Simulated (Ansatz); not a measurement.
**Collinear states of MnHg**

Theory: DFT PBE, scalar-relativistic, plane waves, PAW (Ansatz).

```
Mn Hg
1.0
     3.28800    0.00000    0.00000
     0.00000    3.28800    0.00000
     0.00000    0.00000    3.31300
Mn Hg
1 1
Direct
  0.50000 0.50000 0.50000
  0.00000 0.00000 0.00000
```

* plane-wave cutoff: 420 eV
* Γ-centred k-mesh: 12×12×12
* occupation rule: Gaussian smearing, 0.1 eV
* list of starting moments (μB, in atom order): 4 0
* check for lower electronic states after the SCF: off

Each order was relaxed in cell and atoms. A propagation vector, in units of the reciprocal vectors, doubles the cell, which takes an equally dense mesh. Site moments are spin moments in atom-centred spheres that scale with the neighbour distance. The states are those that the runs reached from these starts; a lower one can exist.

**Question.** Order the starts by the energy of the state that they reach, lowest first.
A. antiferromagnetic, doubled cell, propagation vector (0, 0, 1/2)
B. ferromagnetic
C. no spin

**Answer.** A (0.00 meV/atom), B (21.2 meV/atom), C (600 meV/atom).

```csv
start,ends,energy above lowest (meV/atom),site moments (μB),gap on mesh (eV),volume (Å³/atom)
no spin,non-magnetic,600,none over 0.05,metal,15.58
ferromagnetic,ferromagnetic,21.2,Mn +3.91,metal,18.37
"antiferromagnetic, doubled cell, propagation vector (0, 0, 1/2)",antiferromagnetic,0.00,"Mn +3.90, Mn -3.90",metal,18.25
```

Cost: 3 runs of about 5.5 core-minutes in all, on Arm Neoverse V2 (shared hosts).